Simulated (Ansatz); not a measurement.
A distorted cell of SiC (wurtzite):

```
CELL_PARAMETERS angstrom
      6.15061     0.00000     0.00000
     -1.53765     2.66329     0.00000
      0.00000     0.00000     5.04816
ATOMIC_POSITIONS crystal
  Si 0.30537 0.30537 0.99703
  Si 0.86130 0.36130 0.00397
  Si 0.19463 0.69463 0.49703
  Si 0.63870 0.63870 0.50397
  C  0.31938 0.31938 0.63723
  C  0.84729 0.34729 0.61216
  C  0.18062 0.68062 0.13723
  C  0.65271 0.65271 0.11216
```

The numbers are results of r2SCAN (plane waves to 500 eV, PAW, scalar-relativistic; Ansatz, a program for electronic structure), not measurements. k mesh 6×12×7 (Γ-centred), Fermi-Dirac smearing 0.05 eV. Compression counts positive. SiC was relaxed with its symmetry unable to fall.

Q: Predict the force on every atom, in eV/Å.

A: 
```csv
atom,Fx,Fy,Fz
Si1,3.803,2.195,0.610
Si2,-4.284,-2.473,-0.598
Si3,-3.803,-2.195,0.610
Si4,4.284,2.473,-0.598
C5,0.672,0.388,-0.904
C6,-0.984,-0.568,0.892
C7,-0.672,-0.388,-0.904
C8,0.984,0.568,0.892
```

Q: Give the stress tensor in GPa and the pressure.

A: 
```
   0.02    -2.65     0.00
  -2.65     3.08     0.00
   0.00     0.00     3.61
```
The pressure, a third of the trace, is 2.24 GPa.

(A displaced cell: forces are minus the slopes of the energy, force constants its curvatures, and phonons follow from these.)
